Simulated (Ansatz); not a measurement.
TiTe$_{2}$:
```
CELL_PARAMETERS angstrom
      3.77744     0.00000     0.00000
     -1.88872     3.27136     0.00000
      0.00000     0.00000    33.00000
ATOMIC_POSITIONS crystal
  Ti 0.00000 0.00000 0.50000
  Te 0.33333 0.66667 0.44825
  Te 0.66667 0.33333 0.55175
```
Free-standing layer in the xy plane with vacuum along z and no interaction between images.

Relaxed with r²SCAN+D4.

Task: All from the program Ansatz at the r²SCAN+D4 level (PAW), unless another level is named. Give the highest zone-centre frequency.

Result: 271 cm⁻¹.

Task: And the dynamical stability at Γ?

Result: no clearly imaginary mode.

Task: And the Bader charges?

Result: Ti +1.50, Te -0.75 e.

Space group P-3m1 (1T). The layer was cut from a bulk entry of the Materials Project (measured or hypothetical); whether that bulk phase is the ambient one, and whether the layer has been isolated, was not checked. Symmetry was held in the r²SCAN+D4 relaxation. The run is not spin-polarised. As this level gives no gap, phonon frequencies hold no LO–TO term and depend on the k-mesh and smearing (Fermi–Dirac, 0.1 eV here). Spin–orbit coupling is left out wherever it is not named.

Potentials: the later of the program's two PAW sets.
